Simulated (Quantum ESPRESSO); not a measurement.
# Computed NMR tensors in La₂O₃ (changed cell)

```
CELL_PARAMETERS angstrom
      3.89147     0.00000     0.00000
     -1.94574     3.37011     0.00000
      0.00000     0.00000     6.23419
ATOMIC_POSITIONS crystal
  La 0.66667 0.33333 0.75372
  La 0.33333 0.66667 0.24628
  O  0.66667 0.33333 0.35599
  O  0.33333 0.66667 0.64401
  O  0.00000 0.00000 0.00000
```
The cell was made here from a computed Materials Project entry: strained by +2 % along the unique axis and by -1 % across it, atoms relaxed (PBE without dispersion, pw.x of a modified build of Quantum ESPRESSO, symmetry kept). The parent is La2O3 in P-3m1. Stability against distortions was not tested. The run has no spin polarisation.

Computed: shieldings by PBE GIPAW on JTH datasets (Quantum ESPRESSO), 30 Ha, k-mesh 5×5×3 shifted, f-sum rule met within 0.005 %.

```csv
site,site symmetry,σ_iso (ppm)
"La (atoms 1, 2)",3m,–
"O1 (atoms 3, 4)",3m,-459
O2 (atom 5),-3m,-381
```

Shieldings of H and of elements past Ba are not listed.

These are absolute shieldings with no macroscopic susceptibility term; δ = σ_ref − σ needs a reference computed alike. By our sweeps, such settings leave a few ppm in absolute σ on light atoms and up to some 20 ppm from Zn on. Spin–orbit coupling is left out; its weight grows with the heaviest atom, La here. PBE places the empty d or f states of La too low, which is known to distort σ on and beside such ions. Static lattice: thermal averaging is not included.
